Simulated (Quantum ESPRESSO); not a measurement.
For atom 5 (O) of Al₂O₃ in R-3c, the PAW reconstruction of the field gradient on a scalar-relativistic PBE ground state (a modified build of Quantum ESPRESSO, JTH datasets) gives this field-gradient tensor in Cartesian axes (atomic units, 1 a.u. = 9.7174×10²¹ V/m²):

```
 0.0992   0.0000   0.0000
 0.0000  -0.0644  -0.3543
 0.0000  -0.3543  -0.0348
```

The geometry is a computed Materials Project entry, not a measured one. It is Al2O3 in R-3c. Stability against distortions was not tested.  Cores are frozen. Against all-electron runs on small test molecules, this scheme's |Vzz| missed by −7 % on Al, −2 to +6 % on O.

Task: Find the principal values, η_Q, |C_Q|, ν_Q and P_Q for ¹⁷O (I = 5/2, |Q| = 0.0256 barn), and the second-order MAS shift at 9.4 T.

Result: Eigenvalues (principal values) by size: Vxx = 0.0992, Vyy = 0.3050, Vzz = -0.4042 a.u. (they sum to zero).
η_Q = (Vxx − Vyy)/Vzz = 0.51.
|C_Q| = 234.96 MHz × |Q|/barn × |Vzz|/a.u. = 234.96 × 0.0256 × 0.4042 = 2.43 MHz.
Quadrupole frequency ν_Q = 3C_Q/[2I(2I − 1)] = 0.365 MHz, and P_Q = C_Q(1 + η²/3)^½ = 2.53 MHz.
At 9.4 T the Larmor frequency is ν0 = 54.3 MHz, and the second-order shift of the central transition's centre of gravity under MAS is −(3/40)(P_Q/ν0)²[I(I + 1) − 3/4]/[I²(2I − 1)²] × 10⁶ = -13.1 ppm.
